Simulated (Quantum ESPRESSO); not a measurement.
TaTiNbO6F2, finding a planted mistake in a log

Computed values, not a measurement. The program is pw.x of Quantum ESPRESSO 7.5 (plane-wave density functional theory). The cell is made up: 11 atoms on a rutile lattice with one site empty, with randomly drawn elements, strain and displacements, not relaxed. PseudoDojo standard norm-conserving files (v0.5 for PBE, v0.4.1 for LDA and PBEsol) set the functional; there is no spin polarisation, spin-orbit coupling or dispersion term, and the masses in the input are unused placeholders.

Intended input:

```
&control calculation='scf', pseudo_dir='./dojo.nc.sr.pbe.v0_5.standard.upf', outdir='./o', disk_io='medium', tprnfor=.true., tstress=.true. /
&system ibrav=0, nat=11, ntyp=5, nbnd=50, ecutwfc=84.00895049, nosym=.true., tot_charge=0,
 occupations='smearing', smearing='fd', degauss=0.0018374661
/
&electrons conv_thr=7.350e-09, electron_maxstep=60, /
ATOMIC_SPECIES
F 1.0 F.upf
Nb 1.0 Nb.upf
O 1.0 O.upf
Ta 1.0 Ta.upf
Ti 1.0 Ti.upf
CELL_PARAMETERS angstrom
4.6814 0.0403 -0.0069
0.0403 4.5644 0.016
-0.0088 0.0205 5.7935
ATOMIC_POSITIONS angstrom
Ta 2.2671 2.2974 1.4744
Ti 0.0473 -0.0472 2.895
Nb 2.3035 2.354 4.3029
O 1.4991 1.3044 -0.0068
O 3.3579 3.2509 0.0285
F 3.7958 0.9386 1.4391
O 0.8394 3.6105 1.476
O 1.4668 1.3747 2.9553
O 3.278 3.127 2.9798
F 3.7945 0.9341 4.341
O 0.9273 3.7195 4.4019
K_POINTS automatic
5 5 4 1 1 1
```

The log is shortened where brackets say so; the opening notice, blank lines, dates and the lines on written files are dropped, and the path of the files is cut. It prints rydbergs, bohrs and kilobars, and counts compression as positive stress. Where no state is partly filled, the Fermi energy that it prints is only some level between the filled and the empty states on the mesh, and need not lie in the true gap.

Log of the intended run:

```
     Program PWSCF v.7.5
     Parallel version (MPI & OpenMP), running on       1 processor cores
     Number of MPI processes:                 1
     Threads/MPI process:                     1
     [start-up lines left out]
     bravais-lattice index     =            0
     lattice parameter (alat)  =       8.8469  a.u.
     unit-cell volume          =     835.3292 (a.u.)^3
     number of atoms/cell      =           11
     number of atomic types    =            5
     number of electrons       =        88.00
     number of Kohn-Sham states=           50
     kinetic-energy cutoff     =      84.0090  Ry
     charge density cutoff     =     336.0358  Ry
     scf convergence threshold =      7.3E-09
     mixing beta               =       0.7000
     number of iterations used =            8  plain     mixing
     Exchange-correlation= PBE
                           (   1   4   3   4   0   0   0)
     [axes and pseudopotential details left out]
   Cartesian axes
     site n.     atom                  positions (alat units)
         1        Ta     tau(   1) = (   0.4842597   0.4907319   0.3149365  )
         2        Ti     tau(   2) = (   0.0101034  -0.0100821   0.6183812  )
         3        Nb     tau(   3) = (   0.4920349   0.5028219   0.9191131  )
         4        O      tau(   4) = (   0.3202125   0.2786240  -0.0014525  )
         5        O      tau(   5) = (   0.7172581   0.6944025   0.0060877  )
         6        F      tau(   6) = (   0.8107949   0.2004879   0.3073963  )
         7        O      tau(   7) = (   0.1792985   0.7712142   0.3152783  )
         8        O      tau(   8) = (   0.3133131   0.2936403   0.6312614  )
         9        O      tau(   9) = (   0.7001912   0.6679371   0.6364947  )
        10        F      tau(  10) = (   0.8105172   0.1995267   0.9272513  )
        11        O      tau(  11) = (   0.1980742   0.7944970   0.9402598  )
     number of k points=    50  Fermi-Dirac smearing, width (Ry)=  0.0018
                       cart. coord. in units 2pi/alat
        k(    1) = (   0.0992800   0.1013373   0.1008015), wk =   0.0400000
        k(    2) = (   0.0995839   0.1006265   0.3028231), wk =   0.0400000
     [further k points left out]
     Dense  grid:    86859 G-vectors     FFT dimensions: (  54,  54,  64)
     Estimated max dynamical RAM per process >     147.72 MB
     Initial potential from superposition of free atoms
     starting charge      87.9951, renormalised to      88.0000
     Starting wfcs are   62 randomized atomic wfcs
     total cpu time spent up to now is       21.3 secs
     per-process dynamical memory:    80.5 Mb
     Self-consistent Calculation
     iteration #  1     ecut=    84.01 Ry     beta= 0.70
     Davidson diagonalization with overlap
     ethr =  1.00E-02,  avg # of iterations =  2.0
     total cpu time spent up to now is       65.3 secs
     total energy              =    -668.59963610 Ry
     estimated scf accuracy    <       5.09731966 Ry
     iteration #  2     ecut=    84.01 Ry     beta= 0.70
     Davidson diagonalization with overlap
     ethr =  5.79E-03,  avg # of iterations =  6.1
     total cpu time spent up to now is      135.1 secs
     total energy              =    -662.59120844 Ry
     estimated scf accuracy    <      63.60242457 Ry
     [iterations 3 to 22 left out]
     iteration # 23     ecut=    84.01 Ry     beta= 0.70
     Davidson diagonalization with overlap
     ethr =  3.61E-11,  avg # of iterations =  4.9
     total cpu time spent up to now is      998.4 secs
     total energy              =    -671.37618736 Ry
     estimated scf accuracy    <       0.00000004 Ry
     iteration # 24     ecut=    84.01 Ry     beta= 0.70
     Davidson diagonalization with overlap
     ethr =  3.61E-11,  avg # of iterations =  2.2
     total cpu time spent up to now is     1035.4 secs
     End of self-consistent calculation
     [lines on levels left out]
     the Fermi energy is     9.5403 ev
!    total energy              =    -671.37618737 Ry
     estimated scf accuracy    <          2.6E-09 Ry
     smearing contrib. (-TS)   =       0.00000000 Ry
     internal energy E=F+TS    =    -671.37618737 Ry
     The total energy is F=E-TS. E is the sum of the following terms:
     one-electron contribution =    -225.75954409 Ry
     hartree contribution      =     158.89368610 Ry
     xc contribution           =    -145.50405774 Ry
     ewald contribution        =    -459.00627164 Ry
     convergence has been achieved in  24 iterations
     Forces acting on atoms (cartesian axes, Ry/au):
     atom    1 type  4   force =    -0.01156320    0.08461779   -0.32612217
     atom    2 type  5   force =     0.06161598   -0.08849771    0.02921112
     atom    3 type  2   force =    -0.04903252    0.08161113    0.39019252
     atom    4 type  3   force =     0.03626133    0.03639488    0.03824361
     atom    5 type  3   force =    -0.09814140   -0.08307823    0.02046308
     atom    6 type  1   force =    -0.00943911    0.00712463    0.03185833
     atom    7 type  3   force =     0.03446685   -0.00787782    0.07227677
     atom    8 type  3   force =    -0.07715317   -0.10830396   -0.04040491
     atom    9 type  3   force =     0.11123652    0.09551306   -0.09474725
     atom   10 type  1   force =    -0.00634850    0.00189169   -0.02810204
     atom   11 type  3   force =     0.00809721   -0.01939544   -0.09286907
     Total force =     0.613040     Total SCF correction =     0.000127
     Computing stress (Cartesian axis) and pressure
          total   stress  (Ry/bohr**3)                   (kbar)     P=      143.12
   0.00076068   0.00014673  -0.00013232          111.90       21.58      -19.47
   0.00014673   0.00087790  -0.00016657           21.58      129.14      -24.50
  -0.00013232  -0.00016657   0.00128010          -19.47      -24.50      188.31
     init_run     :     19.68s CPU     21.06s WALL (       1 calls)
     electrons    :    984.03s CPU   1014.07s WALL (       1 calls)
     forces       :      8.79s CPU      8.85s WALL (       1 calls)
     stress       :     26.12s CPU     26.31s WALL (       1 calls)
     [timing details left out]
     PWSCF        :  17m19.02s CPU  17m51.57s WALL
     JOB DONE.
```

A second run was made from an input with one planted mistake. Its log:

```
     Program PWSCF v.7.5
     Parallel version (MPI & OpenMP), running on       1 processor cores
     Number of MPI processes:                 1
     Threads/MPI process:                     1
     [start-up lines left out]
     bravais-lattice index     =            0
     lattice parameter (alat)  =       8.8469  a.u.
     unit-cell volume          =     835.3292 (a.u.)^3
     number of atoms/cell      =           11
     number of atomic types    =            5
     number of electrons       =        88.00
     number of Kohn-Sham states=           50
     kinetic-energy cutoff     =      84.0090  Ry
     charge density cutoff     =     336.0358  Ry
     scf convergence threshold =      7.3E-09
     mixing beta               =       0.7000
     number of iterations used =            8  plain     mixing
     Exchange-correlation= PBESOL
                           (   1   4  10   8   0   0   0)
     [axes and pseudopotential details left out]
   Cartesian axes
     site n.     atom                  positions (alat units)
         1        Ta     tau(   1) = (   0.4842597   0.4907319   0.3149365  )
         2        Ti     tau(   2) = (   0.0101034  -0.0100821   0.6183812  )
         3        Nb     tau(   3) = (   0.4920349   0.5028219   0.9191131  )
         4        O      tau(   4) = (   0.3202125   0.2786240  -0.0014525  )
         5        O      tau(   5) = (   0.7172581   0.6944025   0.0060877  )
         6        F      tau(   6) = (   0.8107949   0.2004879   0.3073963  )
         7        O      tau(   7) = (   0.1792985   0.7712142   0.3152783  )
         8        O      tau(   8) = (   0.3133131   0.2936403   0.6312614  )
         9        O      tau(   9) = (   0.7001912   0.6679371   0.6364947  )
        10        F      tau(  10) = (   0.8105172   0.1995267   0.9272513  )
        11        O      tau(  11) = (   0.1980742   0.7944970   0.9402598  )
     number of k points=    50  Fermi-Dirac smearing, width (Ry)=  0.0018
                       cart. coord. in units 2pi/alat
        k(    1) = (   0.0992800   0.1013373   0.1008015), wk =   0.0400000
        k(    2) = (   0.0995839   0.1006265   0.3028231), wk =   0.0400000
     [further k points left out]
     Dense  grid:    86859 G-vectors     FFT dimensions: (  54,  54,  64)
     Estimated max dynamical RAM per process >     147.72 MB
     Initial potential from superposition of free atoms
     starting charge      87.9955, renormalised to      88.0000
     Starting wfcs are   62 randomized atomic wfcs
     total cpu time spent up to now is       20.1 secs
     per-process dynamical memory:    80.5 Mb
     Self-consistent Calculation
     iteration #  1     ecut=    84.01 Ry     beta= 0.70
     Davidson diagonalization with overlap
     ethr =  1.00E-02,  avg # of iterations =  2.0
     total cpu time spent up to now is       61.7 secs
     total energy              =    -667.55627523 Ry
     estimated scf accuracy    <       4.77581073 Ry
     iteration #  2     ecut=    84.01 Ry     beta= 0.70
     Davidson diagonalization with overlap
     ethr =  5.43E-03,  avg # of iterations =  6.0
     total cpu time spent up to now is      146.6 secs
     total energy              =    -661.80608564 Ry
     estimated scf accuracy    <      60.85358249 Ry
     [iterations 3 to 21 left out]
     iteration # 22     ecut=    84.01 Ry     beta= 0.70
     Davidson diagonalization with overlap
     ethr =  4.73E-11,  avg # of iterations =  4.9
     total cpu time spent up to now is      907.7 secs
     total energy              =    -670.17778525 Ry
     estimated scf accuracy    <          8.5E-09 Ry
     iteration # 23     ecut=    84.01 Ry     beta= 0.70
     Davidson diagonalization with overlap
     ethr =  9.68E-12,  avg # of iterations =  3.1
     total cpu time spent up to now is      940.6 secs
     End of self-consistent calculation
     [lines on levels left out]
     the Fermi energy is     9.4013 ev
!    total energy              =    -670.17778525 Ry
     estimated scf accuracy    <          3.6E-09 Ry
     smearing contrib. (-TS)   =       0.00000000 Ry
     internal energy E=F+TS    =    -670.17778525 Ry
     The total energy is F=E-TS. E is the sum of the following terms:
     one-electron contribution =    -225.56967376 Ry
     hartree contribution      =     158.06006236 Ry
     xc contribution           =    -143.66190222 Ry
     ewald contribution        =    -459.00627164 Ry
     convergence has been achieved in  23 iterations
     Forces acting on atoms (cartesian axes, Ry/au):
     atom    1 type  4   force =    -0.01186022    0.08283022   -0.32095752
     atom    2 type  5   force =     0.06101941   -0.08710661    0.02890679
     atom    3 type  2   force =    -0.04826515    0.08003544    0.38368806
     atom    4 type  3   force =     0.04313895    0.04429200    0.03964470
     atom    5 type  3   force =    -0.10396340   -0.08881951    0.02148472
     atom    6 type  1   force =    -0.01242741    0.00925104    0.03700516
     atom    7 type  3   force =     0.03757948   -0.01092243    0.07678223
     atom    8 type  3   force =    -0.07255218   -0.10230321   -0.04125224
     atom    9 type  3   force =     0.10562206    0.09043401   -0.09425868
     atom   10 type  1   force =    -0.00810961    0.00313390   -0.03338418
     atom   11 type  3   force =     0.00981807   -0.02082485   -0.09765904
     Total force =     0.607134     Total SCF correction =     0.000207
     Computing stress (Cartesian axis) and pressure
          total   stress  (Ry/bohr**3)                   (kbar)     P=       76.52
   0.00032742   0.00016531  -0.00013098           48.17       24.32      -19.27
   0.00016531   0.00044775  -0.00016790           24.32       65.87      -24.70
  -0.00013098  -0.00016790   0.00078525          -19.27      -24.70      115.51
     init_run     :     18.26s CPU     19.87s WALL (       1 calls)
     electrons    :    894.08s CPU    920.56s WALL (       1 calls)
     forces       :      6.39s CPU      6.44s WALL (       1 calls)
     stress       :     20.82s CPU     20.98s WALL (       1 calls)
     [timing details left out]
     PWSCF        :  15m39.86s CPU  16m 8.39s WALL
     JOB DONE.
```

Question: what was wrong in the second input?

Answer: the files are those of another functional. The input lines that differ, file-writing options aside:

```
- &control calculation='scf', pseudo_dir='./dojo.nc.sr.pbe.v0_5.standard.upf', outdir='./o', disk_io='medium', tprnfor=.true., tstress=.true. /
+ &control calculation='scf', pseudo_dir='./dojo.nc.sr.pbesol.v0_4_1.standard.upf', outdir='./o', disk_io='medium', tprnfor=.true., tstress=.true. /
```

|  | intended run | run with the mistake |
| --- | --- | --- |
| free energy (eV) | -9134.538 | -9118.233 |
| smearing term -TS (eV) | 0.0000 | 0.0000 |
| pressure (GPa) | 14.31 | 7.65 |
| largest force component (eV/Å) | 10.032 | 9.865 |
| largest change of a force component (eV/Å) |  | 0.203 |
| iterations | 24 | 23 |

For scale, a rerun of the intended cell at a cutoff of 1467 eV and k mesh 7 x 7 x 6 moved values by no more than 0.004 eV in energy, 0.04 GPa in stress and 0.003 eV/Å in force. Files of another functional have another zero of energy, so the energy change says nothing on stability.